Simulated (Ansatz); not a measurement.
PbI2:
```yaml
crystal:
  lattice:
    - [2.25557, 1.30225, 8.23479]
    - [-2.25557, 1.30225, 8.23479]
    - [0.00000, -2.60451, 8.23479]
  atoms:
    - { symbol: Pb, position: [0.00001, 0.00001, 0.00001] }
    - { symbol: I, position: [0.25129, 0.25129, 0.25129] }
    - { symbol: I, position: [0.41540, 0.41540, 0.41540] }
```

This is the PBE-relaxed structure. Tensor components refer to the Cartesian frame of this cell.

Problem. All from plane-wave PAW PBE (Ansatz code), unless another level is named. Estimate the smallest direct gap on the standard path.

Solution. 2.86 eV.

Problem. What about the hole effective mass?

Solution. 0.77, 1.2, 16 mₑ (principal values).

Problem. And the formation energy from the elements (no fitted shifts)?

Solution. -594 meV/atom.

Problem. What about the weight of the valence-edge state by species (Voronoi cells)?

Solution. I 88 %, Pb 12 %.

Problem. Next, the valence-band maximum?

Solution. off the standard path, at k = (-0.391, -0.281, -0.474).

Space group R3m. A made-up cell: these elements were put on the sites of a structure type; neither database checked (COD, Materials Project) lists it. It is not the phase usual at ambient conditions (space group No. 164). The cell was relaxed with PBE under the symmetry of its start; whether a distortion lowers the energy is not shown. A crystal of weakly bound layers computed without a dispersion correction: the cell and the soft elastic constants depend strongly on that. The references are the lowest solids computed at this level, not always the standard phases. Spin–orbit coupling is left out wherever it is not named.

Potentials: the later of the program's two PAW sets.
